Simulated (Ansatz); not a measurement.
AlNi (CsCl type)

```xyz
2
Lattice="2.8622 0.0000 0.0000 0.0000 2.8622 0.0000 0.0000 0.0000 2.8622" Properties=species:S:1:pos:R:3 pbc="T T T"
Al     0.0000     0.0000     0.0000
Ni     1.4311     1.4311     1.4311
```

The volume is varied about the relaxed value V₀ at fixed cell shape. Symmetry pins the atoms to their sites.

Computed with PBEsol (plane waves to 420 eV, PAW, scalar-relativistic; Ansatz, a first-principles code). k mesh 16×16×16 (Γ-centred), Fermi-Dirac smearing 0.05 eV. E stands for the smeared free energy. AlNi is run without spin polarisation. AlNi was relaxed with its symmetry unable to fall. The zero of ΔE is the relaxed starting cell.

```tsv
V (Å³/atom)	ΔE (eV/atom)
9.848	0.221
10.160	(withheld)
10.473	(withheld)
10.786	0.047
11.098	0.020
11.411	0.005
11.724	0.000
12.036	0.004
12.349	(withheld)
12.661	0.035
12.974	0.060
13.287	0.090
13.599	(withheld)
```

Task: Complete the blanks.

Result: 
- 10.160, ΔE (eV/atom): 0.145
- 10.473, ΔE (eV/atom): 0.088
- 12.349, ΔE (eV/atom): 0.016
- 13.599, ΔE (eV/atom): 0.124

(A scan under strain: stresses follow from slopes of the energy per volume, elastic moduli from its curvatures.)
